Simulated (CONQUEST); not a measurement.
CONQUEST run on SiNi (Pnma, 8 atoms in the cell; from Materials Project mp-351, changed as shown): self-consistent single point.

Computed with PBEsol, numerical atomic orbitals double-zeta with polarisation (the shipped basis), PseudoDojo norm-conserving potentials made for PBEsol run with CONQUEST.

The change in words: lattice vector a scaled by 0.98. Reference geometry (Pnma):
```xyz
8
Lattice="5.1415 0.0000 0.0000 0.0000 3.3213 0.0000 0.0000 0.0000 5.5698" Properties=species:S:1:pos:R:3 pbc="T T T"
Si     4.2217     2.4910     3.2434
Si     0.9199     0.8303     2.3264
Si     3.4906     0.8303     0.4585
Si     1.6509     2.4910     5.1113
Ni     2.6116     0.8303     3.8349
Ni     2.5299     2.4910     1.7349
Ni     5.1007     2.4910     1.0500
Ni     0.0409     0.8303     4.5198
```

Reference input (self-consistent single point, DFT, PBEsol, numerical atomic orbitals double-zeta with polarisation (the shipped basis), PseudoDojo norm-conserving potentials made for PBEsol): basis = DZP; Diag.MPMeshX, Y, Z = 3 4 3; potentials = PseudoDojo norm-conserving PBEsol; Grid.GridCutoff = 140 Ha; DM.SolutionMethod = diagon; Diag.kT = 0.001837 Ha; Diag.GammaCentred = true; minE.SCTolerance = 1.0e-06; SC.MaxIters = 100; SC.LinearMixingFactor = 0.5; SC.KerkerPreCondition = true; SC.KerkerFactor = 0.1 1/bohr. This run's input differs from it in these lines:

```diff
@@ -33,3 +33,3 @@
 # file: input.coords
-     5.141540000      0.000000000      0.000000000
+     5.038709000      0.000000000      0.000000000
      0.000000000      3.321300000      0.000000000
```

Output (repeated stretches shortened):

```
    PulayMixSC: Starting Pulay mixing, A_up =  0.500 A_dn =  0.500
    PulayMixSC: Spin non-polarised calculation.
    PulayMixSC: with Kerker preconditioning, q0 =  0.100
          Harris-Foulkes Energy            :      -687.673434725145171 Ha
          Free Energy (E-TS)               :      -687.674010937024150 Ha
    PulayMixSC: Pulay iteration     1 residual:              0.27573E-02
          Harris-Foulkes Energy            :      -687.697230840326029 Ha
          Free Energy (E-TS)               :      -687.698002410658887 Ha
    PulayMixSC: Pulay iteration     2 residual:              0.40863E-02
   [... lines left out ...]
          Free Energy (E-TS)               :      -687.623007134146633 Ha
    PulayMixSC: Pulay iteration     6 residual:              0.70240E-05
          Harris-Foulkes Energy            :      -687.622018240027160 Ha
          Free Energy (E-TS)               :      -687.623007716408779 Ha
    PulayMixSC: Pulay iteration     7 residual:              0.16254E-05
          Harris-Foulkes Energy            :      -687.622018296721080 Ha
          Free Energy (E-TS)               :      -687.623007686830761 Ha
    PulayMixSC: Pulay iteration     8 residual:              0.24350E-06
    PulayMixSC: Reached SCF tolerance of  0.24350E-06 after      8 iterations
      | Number of electrons      =        88.000088
      | GS Energy as E-(1/2)TS   =      -687.622512991775920 Ha
      | Free Energy as E-TS      =      -687.623007686830761 Ha
      |* Harris-Foulkes energy   =      -687.622018296721080 Ha
      |* DFT total energy        =      -687.622018296176293 Ha

    force: Forces on atoms (Ha/A )
    force:  Atom   X              Y              Z
    force:     1   0.0023725500  -0.0000000000   0.0082397533
    force:     2  -0.0023725500   0.0000000000  -0.0082397532
    force:     3  -0.0023725501  -0.0000000000   0.0082397533
    force:     4   0.0023725501   0.0000000000  -0.0082397533
    force:     5   0.0053417404  -0.0000000000  -0.0011788524
    force:     6  -0.0053417403   0.0000000000   0.0011788523
   [... lines left out ...]
    force: Maximum force :        0.00823975(Ha/A ) on atom         4 in z direction
   [... lines left out ...]
    force: Force Residual:        0.00719188 Ha/A
    force: Total stress:         -8.41057634    -0.00000000    -0.00000000 GPa
                             0.00000000    -6.99140055     0.00000000
                            -0.00000000     0.00000000    -6.53092641
    force: Average pressure:      7.31096777 GPa

    get_E_and_F: Change in energy during last step of electronic optimisation: -0.56694E-07
```

The run converged in 8 iterations. CONQUEST prints the stress tensor with tension positive. Against the reference run the free energy goes up by 9.0 meV/atom, the pressure goes from 2.97 to 7.31 GPa and the largest force goes from 0.134 to 0.233 eV/Å.

The program uses no crystal symmetry, so grid and mesh can part values that symmetry would make equal. The atom-centred basis is finite, which shifts total energies, pressures and forces against plane waves. The run has no spin polarisation, so moments on Ni cannot form. The structure comes from a collection of computed structures, made at another level of theory; the collection holds predicted forms beside known ones. No clean gap shows at this smearing width and mesh (spacing up to 0.47 Å⁻¹); the mesh is coarse for partly filled bands, so the values carry mesh errors.

Cost on one core: roughly 60 core-seconds.
